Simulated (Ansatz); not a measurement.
LaPt$_{2}$:
```
LaPt2
1.0
    0.00000     3.91128     3.91128
    3.91128     0.00000     3.91128
    3.91128     3.91128     0.00000
Pt La
4 2
Direct
  0.12500   0.12500   0.12500
  0.62500   0.12500   0.12500
  0.12500   0.12500   0.62500
  0.12500   0.62500   0.12500
  0.50000   0.50000   0.50000
  0.75000   0.75000   0.75000
```

Relaxed with r²SCAN.

Question: Give the Bader charges and basin volumes of the independent atoms, plane-wave PAW r²SCAN (Ansatz code).

Answer: 

| atom | Bader charge (e) | Bader volume (Å³) |
|---|---|---|
| Pt1 | -0.77 | 20.1 |
| La5 | +1.53 | 19.6 |

Space group Fd-3m (cubic Laves (MgCu2 type)). The workflow started from an entry of the Crystallography Open Database (COD). Its standing as an ambient phase is unchecked. Symmetry was held in the r²SCAN relaxation; whether a distortion lowers the energy is not shown. The run is not spin-polarised. Scalar-relativistic: spin–orbit coupling is off unless named, which matters more the heavier the elements.

Potentials: the later of the program's two PAW sets.
